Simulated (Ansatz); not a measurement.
Data sheet: CdI₂ (DFT)

CdI₂:
```
CdI2
1.0
    4.16416     0.00000     0.00000
   -2.08208     3.60627     0.00000
    0.00000     0.00000    19.99525
Cd I
3 6
Direct
  0.66667   0.33333   0.33275
  0.33333   0.66667   0.66725
  0.00000   0.00000   0.00000
  0.33333   0.66667   0.08458
  0.66667   0.33333   0.91542
  0.33333   0.66667   0.41728
  0.66667   0.33333   0.58272
  0.00000   0.00000   0.24818
  0.00000   0.00000   0.75182
```

Space group P-3m1 (No. 164); conventional cell a = 4.164 Å, b = 4.164 Å, c = 19.995 Å, α = 90.00°, β = 90.00°, γ = 120.00°.

Method: LDA (plane waves, PAW; program Ansatz). Geometry: relaxed at this level of theory. Other levels are named where they apply.

Cell and energy:

```json
{
 "volume_per_atom": "33.36 Å³",
 "density": "6.08 g/cm³",
 "Formation energy from the elements (no fitted shifts)": "-0.54 eV/atom"
}
```

Electronic structure:

```json
{
  "band_gap": "2.00 eV (indirect)",
  "valence_band_maximum": "off the standard path, at k = (-0.125, 0.000, 0.208) in fractions of the reciprocal vectors",
  "conduction_band_minimum": "at M (3 equivalent valleys)",
  "smallest_direct_gap_on_the_standard_path": "2.15 eV",
  "electron_effective_mass": "0.31, 0.53, 4.1 mₑ (principal values)",
  "Electron effective mass with spin–orbit coupling": "0.32, 0.54, 4.7 mₑ (principal values)",
  "hole_effective_mass": "0.30, 1.7, 4.5 mₑ (principal values)",
  "Hole effective mass with spin–orbit coupling": "0.40, 0.40, 2.7 mₑ (principal values)",
  "HSE06 gap on the LDA cell": "3.12 eV",
  "Gap with spin–orbit coupling": "1.68 eV"
}
```

Mechanics:

```json
{
  "Bulk modulus (Birch–Murnaghan fit)": "18.0 GPa",
  "Pressure derivative B′": "11.4"
}
```

Charges:

```json
{
  "bader_charges": "Cd +0.69, I -0.35 e"
}
```

The first step of the workflow began from a Materials Project structure, measured or hypothetical; the Crystallography Open Database files this formula in space group No. 164, but the cells were not matched. Whether it is the stable phase at ambient conditions was not checked. The LDA relaxation kept the symmetry of its start; its stability against distortions is not shown here. A crystal of weakly bound layers computed without a dispersion correction: the cell and the soft elastic constants depend strongly on that. The references are the lowest solids computed at this level, not always the standard phases. Spin–orbit coupling is left out wherever it is not named.

Potentials: the later of the program's two PAW sets.
